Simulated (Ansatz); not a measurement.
## LaGaRh3 in Ansatz, relaxation

Run with:

```bash
ansatz run input.yaml --threads 2 --pin off --max-ram 3584MiB --backend cpu --events-out ev --progress --plain --runs-dir out
```

input.yaml:

```yaml
crystal:
  lattice:
    - [2.95168911, 1.70416148, 4.7687971]
    - [-2.95168911, 1.70416148, 4.7687971]
    - [0.0, -3.40831199, 4.7687971]
  atoms:
    - { symbol: Ga, position: [0.0, 0.0, 0.0] }
    - { symbol: Ga, position: [0.5, 0.5, 0.5] }
    - { symbol: Rh, position: [0.8048, 0.6952, 0.25] }
    - { symbol: Rh, position: [0.25, 0.8048, 0.6952] }
    - { symbol: Rh, position: [0.6952, 0.25, 0.8048] }
    - { symbol: Rh, position: [0.1952, 0.3048, 0.75] }
    - { symbol: Rh, position: [0.75, 0.1952, 0.3048] }
    - { symbol: Rh, position: [0.3048, 0.75, 0.1952] }
    - { symbol: La, position: [0.25, 0.25, 0.25] }
    - { symbol: La, position: [0.75, 0.75, 0.75] }
  symmetry: { tolerance: 0.0003 }
kpoints:
  mp_grid: { grid: [5, 5, 5], shift: [0, 0, 0] }
magnetization:
  spin_polarized: false
scf:
  occupations: { method: cold, width: 0.2964 }
  lower_state_search: "off"
hamiltonian:
  pseudopotentials: { kind: paw }
  xc: r2scan
basis:
  ecutwfc: 500
  fft_grid_basis: typed
relax:
  max_steps: 60
  cell: { p_target: 0.0 }
  f_tol: 0.03
output:
  forces: true
  stress: true
  eigenvalues: true
  bader: true
  populations: true
  elf: true
  write_potential: true
  volumetric_format: npy
  dos:
    e_range: [-12, 8]
    de: 0.05
    projected: { site_lists: { Ga: [Ga], La: [La], Rh: [Rh] } }
checkpoint:
  read: saved_state
```

Origin of the cell: a known structure type with other elements, at an estimated volume, so it need not be a known compound.

The saved state is a converged single point of the same cell.

Steps («new basis» is an SCF on plane waves selected anew at the same cell):

```tsv
step	ΔF (meV/atom)	max force component (eV/Å)	P (GPa)	volume (Å³)	SCF iterations	step was
1	0.0	0.124	71.15	143.93	7	accepted
2	-629.8	0.149	26.51	165.73	10	accepted
3	-805.2	0.220	7.92	182.37	9	accepted
4	-837.2	0.202	1.14	191.32	10	accepted
5	-845.3	0.141	-0.89	194.56	9	accepted
6	-851.1	0.044	-1.12	195.05	10	accepted
7	-852.6	0.005	0.09	193.20	8	accepted
8	-852.6	0.000	0.00	193.32	8	accepted
9	-852.6	0.002	-0.01	193.35	10	accepted
10	-852.7	0.002	-0.02	193.36	10	accepted
11	-852.7	0.001	-0.01	193.34	10	accepted
12	-855.1	0.001	0.01	193.34	10	new basis
```

The starting structure.

Space group R-3c (No. 167); the run's cell has a = 5.862 Å, b = 5.862 Å, c = 5.862 Å, α = 60.47°, β = 60.47°, γ = 60.47°. Shortest distances: Ga–Rh 2.10 Å, La–Rh 2.63 Å, Rh–Rh 2.95 Å, Ga–La 3.58 Å.

After:

Space group Pm-3m (No. 221); the run's cell has a = 6.487 Å, b = 6.487 Å, c = 6.487 Å, α = 60.07°, β = 60.07°, γ = 60.07°. Shortest distances: Ga–Rh 2.29 Å, La–Rh 3.24 Å, Rh–Rh 3.24 Å.

```yaml
crystal:
  lattice:
    - [3.24698, 1.87465, 5.29391]
    - [-3.24698, 1.87465, 5.29391]
    - [0.00000, -3.74929, 5.29391]
  atoms:
    - { symbol: Ga, position: [0.00000, 0.00000, 0.00000] }
    - { symbol: Ga, position: [0.50000, 0.50000, 0.50000] }
    - { symbol: Rh, position: [0.74979, 0.75021, 0.25000] }
    - { symbol: Rh, position: [0.25000, 0.74979, 0.75021] }
    - { symbol: Rh, position: [0.75021, 0.25000, 0.74979] }
    - { symbol: Rh, position: [0.25021, 0.24979, 0.75000] }
    - { symbol: Rh, position: [0.75000, 0.25021, 0.24979] }
    - { symbol: Rh, position: [0.24979, 0.75000, 0.25021] }
    - { symbol: La, position: [0.25000, 0.25000, 0.25000] }
    - { symbol: La, position: [0.75000, 0.75000, 0.75000] }
```

```
Free energy lowered by  : 855.1 meV/atom
Volume change           : 34.33 %
Final pressure          : 0.01 GPa
Relaxation steps listed : 12
```

Caveats: no moments, though an odd count or open d shells may carry them; no spin-orbit coupling, though heavy elements are present; the relaxation held the start's symmetry, so the end may be a saddle point; wide smearing.

The run took 6.4 min on 2 threads of Arm Neoverse V1 (shared host), peak memory 1.2 GiB, from a saved density.
